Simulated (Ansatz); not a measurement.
An elastic tensor (GPa, Voigt order, standard axes) from the program Ansatz at the LDA level (PAW):

```
24.9  15.6  13.6   0.0   0.0   0.0
15.6  27.2  13.0   0.0   0.0   0.0
13.6  13.0  30.3   0.0   0.0   0.0
 0.0   0.0   0.0  10.0   0.0   0.0
 0.0   0.0   0.0   0.0   8.5   0.0
 0.0   0.0   0.0   0.0   0.0  12.8
```

### Question
Which compound is it?
A) GeSe, Pnma (Ge on 4c, Se on 4c)
B) SiNi, Pnma (Si on 4c, Ni on 4c)
C) CsSnI3, Pnma (Pearson symbol oP20)
D) SbSI, Pnma (Sb on 4c, S on 4c, I on 4c)

### Answer
C, CsSnI3, Pnma (Pearson symbol oP20)

The LDA relaxation kept the symmetry of its start. Spin–orbit coupling is left out wherever it is not named.

Potentials: the later of the program's two PAW sets.
